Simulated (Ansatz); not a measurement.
## Computed scan of one atom of the cell: CsPbBr3 (cubic perovskite)

Starting cell, CsPbBr3 (cubic perovskite):

```yaml
crystal:
  lattice:
    - [5.93781, 0.00000, 0.00000]
    - [0.00000, 5.93781, 0.00000]
    - [0.00000, 0.00000, 5.93781]
  atoms:
    - { symbol: Cs, position: [0.00000, 0.00000, 0.00000] }
    - { symbol: Pb, position: [0.50000, 0.50000, 0.50000] }
    - { symbol: Br, position: [0.00000, 0.50000, 0.50000] }
    - { symbol: Br, position: [0.50000, 0.50000, 0.00000] }
    - { symbol: Br, position: [0.50000, 0.00000, 0.50000] }
```

Scan: atom 4 (Br, nearest neighbour Pb at 2.969 Å; its periodic images, 5.9 Å or more away, move with it) is displaced along Cartesian [111], direction (0.577, 0.577, 0.577) in Cartesian axes, by s. The other atoms stay.

These are r2SCAN (plane waves to 500 eV, PAW, scalar-relativistic; Ansatz, a quantum-chemistry and plane-wave program) values and carry that method's errors. k mesh 5×5×5 (Γ-centred), Fermi-Dirac smearing 0.05 eV. The energy includes the smearing's −TS. Compression counts positive. F∥ is the force on the atom along that direction. F⊥ is the part of the force across the line. CsPbBr3 was relaxed with its symmetry unable to fall. Spin-orbit coupling is left out, though Pb is heavy. The PAW data are Ansatz's earlier set. This is a high-temperature form of CsPbBr3. The zero of ΔE is the undisplaced structure.

```csv
s (Å),ΔE (meV/cell),F∥ (eV/Å),P (GPa),|F⊥| (eV/Å)
-0.590,184.1,0.751,0.75,0.846
-0.472,108.6,0.535,0.47,0.583
-0.354,56.5,0.355,0.25,0.374
-0.236,23.5,0.211,0.09,0.216
-0.118,5.6,0.097,-0.01,0.097
0.000,0.0,0.000,-0.04,0.000
0.118,5.6,-0.097,-0.01,0.097
0.236,23.5,-0.211,0.09,0.216
0.354,56.5,-0.355,0.25,0.374
0.472,108.6,-0.535,0.47,0.583
0.590,184.1,-0.751,0.75,0.846
```

Derived quantities:

Energy at s = 0.590 Å: 184.1 meV/cell
Force along the line at s = -0.590 Å: 0.751 eV/Å
Symmetry of the curve: even: the same for both signs
Shape of the curve: a single well with its minimum at or next to zero displacement
Force constant k = d²E/ds² at s = 0 (finite differences): 0.79 eV/Å²
Harmonic estimate at the end of the scan: ½ks² = 138.4 meV/cell against the computed 184.1 meV/cell, so the well is stiffer than harmonic there

The 11 points together took very roughly 8 core-minutes.

(For displaced atoms, the force is minus the slope of the energy, and its curvature is a force constant, which sets phonon frequencies.)
